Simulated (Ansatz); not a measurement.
The relaxed structure here is a generated cell of Zr2Ge: the first start was made by placing the elements on the sites of a structure type, and the end was not matched to a known phase here, so it may be hypothetical.

A relaxed structure of Zr2Ge. Space group Fd-3m (No. 227), AFLOW prototype AB2_cF48_227_c_e (as in Ti2C). Level of theory: r2SCAN (plane waves to 500 eV, PAW, scalar-relativistic; Ansatz, an electronic-structure program).

Space group Fd-3m, origin choice 1 (No. 227); a = b = c = 10.2570 Å, α = β = γ = 90.00°

```csv
atom,site,symmetry,x,y,z
Ge,16d,.-3m,0.6250,0.6250,0.6250
Zr,32e,.3m,0.3648,0.3648,0.3648
```
(The calculation used a cell of 12 atoms; values per cell refer to that cell.)

For Zr2Ge, the volume per atom comes out as 22.48 Å³, the density is 6.28 g/cm³ and the band gap comes out as no gap on the sampled points, where the bands overlap only slightly; such a result is sensitive to mesh and level. The shortest distances is Ge–Zr 2.67 Å; Zr–Zr 3.33 Å and the k-mesh is 7×7×7.

Band energies at high-symmetry points (eV from the Fermi level; labels of this space group; no spin-orbit coupling), from −5 eV up to 2.5 eV:

```tsv
point	energies
Γ	-4.70 -4.21 -4.21 -4.21 -2.91 -2.91 -2.21 -1.49 -1.49 -1.43 -1.33 -1.33 -1.33 -1.11 -1.11 -1.11 -0.95 -0.95 -0.95 -0.02 0.89 0.89 0.89 1.54 1.54 2.04 2.04
X	-4.01 -4.01 -3.07 -3.07 -2.63 -2.63 -2.49 -2.49 -2.14 -2.14 -1.66 -1.66 -1.07 -1.07 -0.81 -0.81 -0.74 -0.74 -0.38 -0.38 0.19 0.19 0.47 0.47 0.59 0.59 1.27 1.27 1.76 1.76 2.07 2.07 2.29 2.29
U	-4.01 -3.88 -3.26 -3.02 -3.01 -2.86 -2.40 -2.33 -2.20 -1.97 -1.69 -1.44 -1.26 -1.06 -0.99 -0.76 -0.59 -0.57 -0.25 -0.05 0.09 0.12 0.33 0.76 0.79 0.94 1.06 1.36 1.43 1.65 1.94 2.28 2.37
K	-4.01 -3.88 -3.26 -3.02 -3.01 -2.86 -2.40 -2.33 -2.20 -1.97 -1.69 -1.44 -1.26 -1.06 -0.99 -0.76 -0.59 -0.57 -0.25 -0.05 0.09 0.12 0.33 0.76 0.79 0.94 1.06 1.36 1.43 1.65 1.94 2.28 2.37
L	-4.44 -3.52 -3.47 -3.47 -2.89 -2.81 -2.81 -2.68 -2.68 -1.44 -1.12 -1.12 -1.11 -1.04 -0.86 -0.51 -0.51 -0.44 -0.44 -0.41 0.02 0.87 0.87 1.06 1.06 1.16 1.16 1.51 1.51 1.77 2.27 2.27 2.43
W	-3.88 -3.88 -3.35 -3.35 -2.65 -2.65 -2.53 -2.53 -1.96 -1.96 -1.61 -1.61 -1.17 -1.17 -1.13 -1.13 -0.41 -0.41 -0.10 -0.10 0.26 0.26 0.30 0.30 1.02 1.02 1.03 1.03 1.67 1.67 1.87 1.87
```

No spin polarisation in the result.

The run could not lose the symmetry of its start: the end is stationary, and may be a saddle point rather than a minimum.
